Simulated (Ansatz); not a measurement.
MoAs2 in space group C2/m (No. 12; Mo on 4i, As on 4i, As on 4i), PBEsol in the plane-wave PAW code Ansatz, all energies at zero smearing, with the estimated change up to a 700 eV cutoff added, with one set of potentials and settings (totals compare only within such a set). Cell of 6 atoms (2 Mo, 4 As): -29048.916 eV.

```
element             reference phase  E (eV/atom)
-------  --------------------------  -----------
Mo       Im-3m, 1 atoms in the cell   -4897.4695
As        R-3m, 2 atoms in the cell   -4813.0241
```

Formation energy per atom, worked out: (-29048.916 − 2×(-4897.4695) − 4×(-4813.0241))/6 = -0.313 eV/atom (-30 kJ per mol of atoms), at 0 K, without zero-point energy or fitted corrections.

The workflow started from a Materials Project entry (that database holds measured and hypothetical structures alike); the Crystallography Open Database copy checked does not list it. COD files the formula under space group No. 5. Whether it is the stable phase at ambient conditions was not checked. Symmetry was held in the PBEsol relaxation; whether a distortion lowers the energy is not shown. No spin polarisation was allowed. The references are the lowest solids computed at this level, not always the standard phases.

Potentials: the later of the program's two PAW sets.
